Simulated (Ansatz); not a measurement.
TlBr:
```cif
data_BrTl
_chemical_formula_sum 'Tl1 Br1'
_space_group_name_H-M_alt 'P 1'
_space_group_IT_number 1
_cell_length_a 4.56180
_cell_length_b 4.56180
_cell_length_c 4.29596
_cell_angle_alpha 90.000
_cell_angle_beta 90.000
_cell_angle_gamma 120.000
loop_
_space_group_symop_operation_xyz
  'x, y, z'
loop_
_atom_site_label
_atom_site_type_symbol
_atom_site_fract_x
_atom_site_fract_y
_atom_site_fract_z
_atom_site_occupancy
Tl1 Tl 0.00000 0.00000 0.00000 1
Br1 Br 0.66667 0.33333 0.50000 1
```

Relaxed with PBE+D3(BJ).

### Question
Decompose the optical modes at the zone centre into irreducible representations, and say which are infrared and Raman allowed.

### Answer
Point group -6m2: Γ_opt = A2'' + E'. Infrared: A2'', E'. Raman: E'.

### Question
Assign frequencies (DFPT, the program Ansatz at the PBE+D3(BJ) level (PAW); without the LO–TO term).

### Answer
A2'' 31, E' 54 cm⁻¹.

Space group P-6m2. A made-up cell: these elements were put on the sites of a structure type; neither database checked (COD, Materials Project) lists it. COD files the formula under space group No. 221, so this cell is another polymorph or a model. Whether it is the stable phase at ambient conditions was not checked. Symmetry was held in the PBE+D3(BJ) relaxation; phonons on a q-mesh show no instability. Scalar-relativistic: spin–orbit coupling is off unless named, which matters more the heavier the elements.

Potentials: the later of the program's two PAW sets.
